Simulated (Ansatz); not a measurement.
YbZn2 with hamiltonian.hubbard, kpoints.mp_grid.grid changed

Level of theory: PBEsol, no spin polarisation, scalar-relativistic; Ansatz, plane waves to 420 eV (PAW set soft_2), k-mesh 3×3×3. These are the settings of the reference run.

Cell:

```
cell
1.0
    -4.4184   -7.0402    0.0000
    -4.4184    7.0402    0.0000
     4.4184    0.0000   -7.3554
Yb Zn
8 16
Direct
  0.3508 0.1008 0.9516
  0.1008 0.3508 0.4516
  0.8508 0.6008 0.9516
  0.6008 0.8508 0.4516
  0.3992 0.1492 0.5484
  0.1492 0.3992 0.0484
  0.8992 0.6492 0.5484
  0.6492 0.8992 0.0484
  0.6394 0.1963 0.3357
  0.3894 0.4463 0.8357
  0.1394 0.6963 0.3357
  0.8894 0.9463 0.8357
  0.4463 0.3894 0.3357
  0.1963 0.6394 0.8357
  0.9463 0.8894 0.3357
  0.6963 0.1394 0.8357
  0.1106 0.0537 0.1643
  0.8606 0.3037 0.6643
  0.6106 0.5537 0.1643
  0.3606 0.8037 0.6643
  0.3037 0.8606 0.1643
  0.0537 0.1106 0.6643
  0.8037 0.3606 0.1643
  0.5537 0.6106 0.6643
```

The reference run of this cell is solved again as a single point with these keys changed:

| key | reference run | changed run |
| --- | --- | --- |
| hamiltonian.hubbard | not typed | {sites: [{species: Yb, l: f, u_eff: 1.0}], double_counting: fll} |
| kpoints.mp_grid.grid | [3, 3, 3] | [2, 2, 2] |

Q: Does this change matter?

A: 

| quantity | reference run | changed run |
| --- | --- | --- |
| pressure (GPa) | 0.0 | 0.6 |
| largest force (eV/Å) | 0.04 | 0.10 |
| gap on the mesh (eV) | 0.00 | 0.00 |

The Hamiltonian isn't the same, so energies aren't compared. It took 15 iterations.

Caveats: the reference run: 4f shell without a U, which puts 4f levels too near the Fermi level; a single point, atoms not relaxed again; a change of U can also leave the f or d shell in another state.
